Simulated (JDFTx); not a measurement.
| Property | Value |
|---|---|
| surface | Ag(100) |
| bulk | Ag, Fm-3m, lattice of mp-124 (not re-optimised) |
| slab | 4 atoms in 4 planes, 1x1, 6.2 Å between the outermost planes |
| in-plane cell | 2.902 × 2.902 Å, 8.42 Å² |
| cell height | 22.2 Å |
| sampling | 8×8×1 k mesh, Fermi smearing 0.01 Ha, no spin polarisation |

Profiles through the double layer of this slab, charged, in CANDLE, acetonitrile, 1 M KF; PBE, GBRV ultrasoft potentials, plane waves to 20/100 Ha, a modified build of JDFTx. z is the height above the outermost atoms, φ the plane-averaged electrostatic potential energy of an electron (zero in the bulk liquid), ρ_b the bound charge of solvent and ions, s the cavity shape function (0 in the solid, 1 in the liquid).

| z (Å) | n (e/Å³) | s | φ (eV) | ρ_b (10⁻³ e/Å³) |
|---|---|---|---|---|
| 0.83 | 0.2490 | 0.00 | -2.516 | 0.00 |
| 1.29 | 0.0530 | 0.00 | -1.389 | -0.19 |
| 1.75 | 0.0144 | 0.00 | -0.429 | -2.46 |
| 2.21 | 0.0042 | 0.04 | -0.108 | -2.00 |
| 2.68 | 0.0012 | 0.16 | -0.049 | 0.26 |
| 3.14 | 0.0004 | 0.29 | -0.030 | 0.18 |
| 3.60 | 0.0001 | 0.43 | -0.021 | 0.03 |
| 4.06 | 0.0000 | 0.57 | -0.015 | -0.01 |
| 4.53 | 0.0000 | 0.71 | -0.012 | -0.02 |
| 4.99 | 0.0000 | 0.85 | -0.009 | -0.02 |
| 5.45 | 0.0000 | 0.96 | -0.007 | -0.01 |
| 5.91 | 0.0000 | 1.00 | -0.006 | -0.01 |
| 6.38 | 0.0000 | 1.00 | -0.005 | -0.01 |
| 6.84 | 0.0000 | 1.00 | -0.004 | 0.00 |
| 7.30 | 0.0000 | 1.00 | -0.003 | 0.00 |
| 7.76 | 0.0000 | 1.00 | -0.002 | 0.00 |

Is the electrode positively or negatively charged, and roughly by how much?

Positively: σ = 3.2 μC/cm² per face. The liquid's bound charge is of the opposite sign overall, and far from the surface φ decays with the screening length (2.1 Å).
